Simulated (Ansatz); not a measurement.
Values for one crystal, relaxed and computed with r²SCAN (plane waves, PAW; program Ansatz); other levels are named.

| Quantity | Result |
|---|---|
| Volume per atom | 20.87 Å³ |
| Electronic character | metallic (no gap) |
| Density of states at the Fermi level | 0.05 states/eV per atom (mean over ±0.08 eV) |
| Pressure derivative B′ | 4.9 |
| Gap with spin–orbit coupling | none (metallic) |
| Zone-centre stability | no imaginary mode at Γ |
| Bulk modulus (Birch–Murnaghan fit) | 64.0 GPa |

Which of these materials gives this?
(A) Te, diamond
(B) S, simple cubic
(C) Sb, simple cubic
(D) Ge, R-3 (Ge on 6c, Ge on 18f)

D, Ge, R-3 (Ge on 6c, Ge on 18f)

The workflow started from a Materials Project entry (that database holds measured and hypothetical structures alike); the Crystallography Open Database copy checked does not list it. It is not the phase usual at ambient conditions (space group No. 227). The r²SCAN relaxation kept the symmetry of its start. Spin–orbit coupling is left out wherever it is not named.

Potentials: the later of the program's two PAW sets.
